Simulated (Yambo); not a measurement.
A G0W0@LDA run in Yambo for Cs$_{2}$NaInH$_{6}$ (space group Fm-3m, No. 225) (2×2×2 Γ-centred k mesh, bands 2 to 310 and a 8 Ry block in the screening, 310 bands in G with the Bruneval-Gonze terminator, plasmon pole fitted at 27.2 eV) gives these matrix elements, in eV, at the band edges (X → Γ):

```csv
state,E0,<Vxc>,<Σx>,<Σc(E0)>,Z
valence edge,0.000,-11.180,-13.842,1.480,0.791
conduction edge,0.881,-9.154,-5.254,-3.245,0.825
```

**Question.** Solve the linearised quasiparticle equation for both states, give the gap, and say how exchange and correlation each act on it.

**Answer.** E = E0 + Z(Σx + Σc − Vxc). Valence: 0.000 + 0.791 × (-13.842 + (1.480) − (-11.180)) = -0.93 eV. Conduction: 0.881 + 0.825 × (-5.254 + (-3.245) − (-9.154)) = 1.42 eV. The gap is 2.36 eV, against 0.88 eV in LDA. Replacing Vxc by bare exchange alone would open it by 6.56 eV; correlation takes back 4.73 eV of that, and Z scales what is left. Nearest settings tried, and what they do to the gap: 237 bands in W, 237 bands in G: -3 meV; 6 Ry block (307 vectors against 531): -73 meV; 4×4×4 mesh: +27 meV. So the settings aren't converged at that level. The k mesh is coarse. Spin-orbit splittings are left out.

The standard potential for In keeps a d shell in the valence without the s and p states of that shell. In tests on such compounds this moved G0W0 gaps by up to about 0.9 eV, so absolute quasiparticle energies here are unreliable; differences between settings are what counts.

Geometry of the Materials Project entry, not relaxed at this level; primitive cell a = 6.262 Å, b = 6.262 Å, c = 6.262 Å, α = 60.00°, β = 60.00°, γ = 60.00°.

The structure is a Materials Project entry; no match was found in the copy of COD used, and its stability was not checked.
